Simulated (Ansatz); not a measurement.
Data:

Hf2GeB2:
```xyz
5
Lattice="3.1758 0.0000 0.0000 -1.5879 2.7503 0.0000 0.0000 0.0000 7.7893" Properties=species:S:1:pos:R:3 pbc="T T T"
Hf     0.0000     1.8335     5.5796
Hf     0.0000     1.8335     2.2097
Ge     0.0000     0.0000     0.0000
B      0.0000     0.0000     3.8946
B      1.5879     0.9168     3.8946
```

This is the PBE-relaxed structure.

### Question
All from PBE in the plane-wave PAW code Ansatz, unless another level is named. Give the electronic character.

### Answer
metallic (no gap).

### Question
Give the formation energy from the elements (no fitted shifts).

### Answer
-0.81 eV/atom.

### Question
Predict the density of states at the Fermi level.

### Answer
0.21 states/eV per atom (mean over ±0.08 eV).

Space group P-6m2. The start of the workflow was typed in or built on a structure type; neither database checked (COD, Materials Project) lists it. Its standing as an ambient phase is unchecked. Symmetry was held in the PBE relaxation; its stability against distortions is not shown here. The run is not spin-polarised. The references are the lowest solids computed at this level, not always the standard phases. Spin–orbit coupling is left out wherever it is not named.

Potentials: the earlier of the program's two PAW sets.
